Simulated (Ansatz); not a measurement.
# Ti5Ge3 (P6_3/mcm): electronic heat capacity and spin susceptibility from the density of states

Theory: DFT r2SCAN, scalar-relativistic, plane waves, PAW (Ansatz).

Cutoff 500 eV; k points 6×6×8 on the computed 16-atom cell (Γ-centred); Gaussian smearing, width 0.10 eV; no spin polarisation.

Relaxed cell: P6_3/mcm, a = 7.548 Å, b = 7.548 Å, c = 5.196 Å, α = 90.00°, β = 90.00°, γ = 120.00°, 16 atoms in the primitive cell. Whether it is the stable form of this composition wasn't checked.

The density of states at the Fermi level is 7.731 states/eV in the cell of 16 atoms (2 formula units; both spins, tetrahedra on a 9×9×12 mesh). Averaged over bins of 0.1 eV the density runs from 7.2 to 10.9 states/eV within 0.2 eV of the Fermi level, so the figure hangs on the exact place of that level.

Task: What Sommerfeld coefficient and Pauli susceptibility does this give?

Result: Per formula unit N(E_F) = 3.865 states/eV. γ = (π²/3) k_B² N(E_F) N_A = 2.357 mJ/(mol K²) per state/eV, so γ = 9.1 mJ/(mol K²), a mole of formula units. χ_P = μ_B² N(E_F) N_A = 3.23×10⁻⁵ emu/mol per state/eV gives 12.5×10⁻⁵ emu/mol. This is the bare band result: a measured γ of the same phase is as a rule larger by a factor 1 + λ from phonons and spin fluctuations, the spin part of χ is larger by the Stoner factor, and a measured χ also holds orbital and core terms. N(E_F) at one energy is sensitive to the mesh where the density of states has sharp peaks.

Cost: 1 run of about 6.3 core-minutes, on Oxide Virtual Turin-like Processor (Zen 5) (shared hosts).